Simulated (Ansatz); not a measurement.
Each is relaxed and computed with r²SCAN (plane waves, PAW; program Ansatz). Which alone has a direct gap?
A. NiI2, R-3m (Ni on 3a, I on 6c)
B. AgSnF6, P-1 (Pearson symbol aP8)
C. CsPH2O4, P2_1 (Pearson symbol mP16)
D. CsSnI3, P4/mbm (Cs on 2d, Sn on 2b, I on 4h, I on 2a)

D, CsSnI3, P4/mbm (Cs on 2d, Sn on 2b, I on 4h, I on 2a). CsSnI3: gap 0.61 eV (direct); CsPH2O4: gap 5.97 eV (indirect); AgSnF6: gap 0.89 eV (indirect); NiI2: gap 1.06 eV (indirect). Spin orders computed, not proven ground states: AgSnF6, P-1 (Pearson symbol aP8) ferromagnetic; NiI2, R-3m (Ni on 3a, I on 6c) ferromagnetic. Not the usual ambient phase: CsSnI3, P4/mbm (Cs on 2d, Sn on 2b, I on 4h, I on 2a). Standing as an ambient phase not checked: CsPH2O4, P2_1 (Pearson symbol mP16); AgSnF6, P-1 (Pearson symbol aP8); NiI2, R-3m (Ni on 3a, I on 6c). Weakly bound layers, chains or molecules computed without a dispersion correction, so cells and soft constants are ill determined: NiI2, R-3m (Ni on 3a, I on 6c). All cells were relaxed under the symmetry of their starts (and spin orders); stability against distortions was not tested throughout. Spin–orbit coupling is left out wherever it is not named.

Potentials: the later of the program's two PAW sets.
